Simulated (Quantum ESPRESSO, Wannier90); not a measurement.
Tight-binding from DFT: BeSe (zinc blende)

Materials Project entry mp-1541; symmetrised, unrelaxed at this level. COD (Crystallography Open Database) has an entry of this formula and space group (matched by these alone). Method: LDA plane waves in Quantum ESPRESSO 7.5 (PseudoDojo norm-conserving files, 71 Ry, no spin polarisation, no spin-orbit coupling), Bloch states on a 10×10×10 mesh through Γ, Wannier90 4.0.1. Density: 10×10×10 mesh, cold smearing 0.01 Ry. Spin-orbit coupling, left out, would split the p-like bands by a few tenths of an eV.

The plane-wave run has 21 bands and 20 electrons a cell. On the energy scale of pw.x, whose zero is arbitrary, the valence-band maximum lies at 7.09 eV.

Isolated groups of bands, relative to the valence-band maximum (bands from 11 on overlap up to the last one computed):

```csv
bands,from (eV),to (eV),filling,weight on atomic waves
1,-98.14,-98.14,filled,Be 1s 99 %
2–6,-46.88,-46.87,filled,Se 3d 100 %
7,-13.75,-11.99,filled,"Se 4s 86 %, Be 2s 12 %"
8–10,-5.62,0.00,filled,"Se 4p 86 %, Be 2s 7 %"
```

Input w.win, without the blocks of cell, atoms and k-points (1000 lines):

```
num_bands = 21
num_wann = 8
num_iter = 800
conv_tol = 1.0e-6
conv_window = 4
dis_num_iter = 1000
dis_conv_tol = 1.0e-6
dis_froz_max = 11.11
write_hr = true
write_u_matrices = true
begin projections
Be: s;p
Se: s;p
end projections
mp_grid = 10 10 10
```

**Question.** Check the input against the numbers above: what is wrong, and how is it mended?

**Answer.** wannier90.x stops with:
```
dis_windows: More states in the frozen window than target WFs
```
At some k-point more bands lie below dis_froz_max than there are Wannier functions, and every frozen state has to fit into the subspace. Here the deep bands below band 7 or between the kept ones were not excluded and fill the window; only bands 7-21 belong to the model. Mended as below, all else unchanged, the run goes through (Ω_I = 8.5 Å²) and follows the plane-wave bands to 7.4 meV rms (states up to 3.5 eV relative to the valence-band maximum).
```
num_bands = 15
exclude_bands = 1-6
```
